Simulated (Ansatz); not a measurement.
LiPb (R-3m), two-dimensional strain map

These are results of DFT PBEsol, scalar-relativistic, plane waves, PAW (Ansatz), not measurements. Settings: plane waves to 420 eV, k-mesh 12×12×12 (Γ-centred), Gaussian smearing 0.15 eV. Spin–orbit coupling is left out, which can shift energies with elements as heavy as these. No spin polarisation. Energies are free energies at this smearing, counted from the undisturbed cell; pressure is positive in compression.

The undisturbed cell (as given, not relaxed at this level; it stands at -0.8 GPa, and it needn't be the usual structure):

```
Li Pb
1.0
     2.49350    1.43962    2.06267
    -2.49350    1.43962    2.06267
     0.00000   -2.87925    2.06267
Li Pb
1 1
Cartesian
  0.0000 0.0000 3.0940
  0.0000 0.0000 0.0000
```

The cell is strained by p along both x and y and by q along z, fractional coordinates fixed. Points are written (p, q).

Energy above the undisturbed cell in meV/atom (a dash: not computed):

```csv
p \ q,-0.030,-0.015,0.000,0.015,0.030
-0.030,11.2,7.4,5.6,5.4,?
-0.015,2.3,0.2,0.0,?,4.6
0.000,-0.7,?,0.0,3.0,7.5
0.015,1.5,2.3,?,9.2,15.0
0.030,8.3,10.4,14.2,19.6,26.5
```

(1) Fill in the withheld energies.

Answers

(1) (-0.030, 0.030): 6.8; (-0.015, 0.015): 1.6; (0.000, -0.015): -1.3; (0.015, 0.000): 4.9.